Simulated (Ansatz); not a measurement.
CsGeI$_{3}$:
```
CELL_PARAMETERS angstrom
      4.21774     2.43511     3.58894
     -4.21774     2.43511     3.58894
      0.00000    -4.87022     3.58894
ATOMIC_POSITIONS crystal
  I  0.50603 0.99734 0.50603
  I  0.50603 0.50603 0.99734
  I  0.99734 0.50603 0.50603
  Cs 0.00991 0.00991 0.00991
  Ge 0.54271 0.54271 0.54271
```

Relaxed with r²SCAN.

Question: Give the Bader charges and basin volumes of the independent atoms, r²SCAN (plane waves, PAW; program Ansatz).

Answer: 

```
atom  Bader charge (e)  Bader volume (Å³)
----  ----------------  -----------------
I1               -0.52               51.7
Cs4              +0.87               44.4
Ge5              +0.71               20.4
```

Space group R3m. The workflow started from an entry of the Crystallography Open Database (COD, 293 K). Whether it is the stable phase at ambient conditions was not checked. Symmetry was held in the r²SCAN relaxation; whether a distortion lowers the energy is not shown. Spin–orbit coupling is left out wherever it is not named.

Potentials: the later of the program's two PAW sets.
